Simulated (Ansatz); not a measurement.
Consider the following.

AlNi:
```cif
data_Al8Ni8
_chemical_formula_sum 'Ni8 Al8'
_space_group_name_H-M_alt 'Fd-3m :1'
_space_group_IT_number 227
_space_group_name_Hall 'F 4d 2 3 -1d'
_cell_length_a 5.78458
_cell_length_b 5.78458
_cell_length_c 5.78458
_cell_angle_alpha 90.000
_cell_angle_beta 90.000
_cell_angle_gamma 90.000
loop_
_atom_site_label
_atom_site_type_symbol
_atom_site_symmetry_multiplicity
_atom_site_Wyckoff_symbol
_atom_site_fract_x
_atom_site_fract_y
_atom_site_fract_z
_atom_site_occupancy
Ni1 Ni 8 b 0.50000 0.50000 0.50000 1
Al1 Al 8 a 0.00000 0.00000 0.00000 1
```
(The calculation used a cell of 4 atoms; values per cell refer to that cell.)

This is the r²SCAN-relaxed structure.

All from r²SCAN (plane waves, PAW; program Ansatz), unless another level is named. Estimate the bulk modulus (Birch–Murnaghan fit).

163 GPa.

And the elastic constants (relaxed ions, GPa)?

C11 = 138, C12 = 176, C44 = 118.

The start of the workflow was typed in or built on a structure type; neither database checked (COD, Materials Project) lists it. It is not the phase usual at ambient conditions (space group No. 221). The cell was relaxed with r²SCAN under the symmetry of its start. At this level the phase is mechanically unstable. The workflow began spin-polarised and lost its moments. As this level gives no gap, shear constants depend on the k-mesh and smearing (Fermi–Dirac, 0.1 eV here).

Potentials: the earlier of the program's two PAW sets.
